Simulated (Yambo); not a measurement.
G0W0@LDA for SrNiF6 (space group R-3m, No. 166) in Yambo. Reference settings: 2×2×2 Γ-centred k mesh, bands 5 to 156 and a 7 Ry block in the screening, 156 bands in G with the Bruneval-Gonze terminator, plasmon pole fitted at 27.2 eV. The LDA gap F → Γ on this mesh is 1.14 eV; G0W0 gaps are taken between the same points.

The settings were changed. The gap went from 3.90 eV to 3.91 eV, and the shift of the valence edge from -1.15 eV to -0.93 eV.

**Question.** Which change was made?
A. 3 Ry block
B. 83 bands in W
C. no terminator
D. 106 bands in G, no terminator

**Answer.** C, no terminator. The others gave (gap, valence shift): 3 Ry block: 4.75, -1.88 eV; 106 bands in G, no terminator: 3.93, -0.83 eV; 83 bands in W: 3.91, -1.11 eV.

Geometry of the Materials Project entry, not relaxed at this level; primitive cell a = b = c = 4.656 Å, α = β = γ = 99.44°.

The runs are not spin-polarised; magnetic order was not tried.

A shift is the quasiparticle energy of the state minus its LDA energy.
